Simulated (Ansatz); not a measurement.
CuC6 in space group P6/mmm (No. 191; C on 6j, Cu on 1b), PBE+D3(BJ) in the plane-wave PAW code Ansatz, all energies at zero smearing, with the estimated change up to a 700 eV cutoff added, with one set of potentials and settings (totals compare only within such a set). Cell of 7 atoms (6 C, 1 Cu): -8128.991 eV.

```tsv
element	reference phase	E (eV/atom)
C	P6_3/mmc, 4 atoms in the cell	-251.0872
Cu	Fm-3m, 1 atoms in the cell	-6625.7809
```

Formation energy per atom, worked out: (-8128.991 − 6×(-251.0872) − 1×(-6625.7809))/7 = 0.473 eV/atom (46 kJ per mol of atoms), at 0 K, without zero-point energy or fitted corrections.

The start of the workflow was typed in or built on a structure type; neither database checked (COD, Materials Project) lists it. Whether it is the stable phase at ambient conditions was not checked. The cell was relaxed with PBE+D3(BJ) under the symmetry of its start; whether a distortion lowers the energy is not shown. No spin polarisation was allowed. Its formation energy is positive at this level, so the cell may be metastable or incomplete. The references are the lowest solids computed at this level, not always the standard phases.

Potentials: the earlier of the program's two PAW sets.
